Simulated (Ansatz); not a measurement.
Consider the following.

NaI (rock salt)

```yaml
crystal:
  lattice:
    - [0.00000, 6.52904, 6.52904]
    - [3.26452, 0.00000, 3.26452]
    - [3.26452, 3.26452, 0.00000]
  atoms:
    - { symbol: I, position: [0.00000, 0.00000, 0.00000] }
    - { symbol: I, position: [0.50000, 0.00000, 0.00000] }
    - { symbol: Na, position: [0.25000, 0.50000, 0.50000] }
    - { symbol: Na, position: [0.75000, 0.50000, 0.50000] }
```

The atoms are displaced by Q × the pattern below (from a DFPT mode at L = (0.5, 0.0, 0.0), largest move 1; Q in Å), at fixed cell. It is one choice among 2 degenerate patterns. (q is in reciprocal vectors of the primitive cell; the cell shown is doubled to hold the pattern.)

```csv
atom,x,y,z
Na3,-0.285,0.520,-0.805
Na4,0.285,-0.520,0.805
```

Atoms not listed stay in place.

Level of theory: PBE (plane waves to 420 eV, PAW, scalar-relativistic; Ansatz, a first-principles code). k mesh 9×9×9 (Γ-centred), Fermi-Dirac smearing 0.05 eV. The energy includes the smearing's −TS. NaI was relaxed with its symmetry unable to fall. Spin-orbit coupling is left out, though I is heavy. ΔE is measured from the undisplaced structure.

The scan covers Q from -0.100 to 0.100 Å in 13 points.

### Question
Which space group does the distorted structure have?

### Answer
P-1 (No. 2), lowered from Fm-3m.

### Question
What is the energy change at Q = 0.100 Å?

### Answer
8.9 meV/cell.

### Question
What harmonic wavenumber does the curvature at Q = 0 give?

### Answer
102 cm⁻¹.

(For displaced atoms, the force is minus the slope of the energy, and its curvature is a force constant, which sets phonon frequencies.)
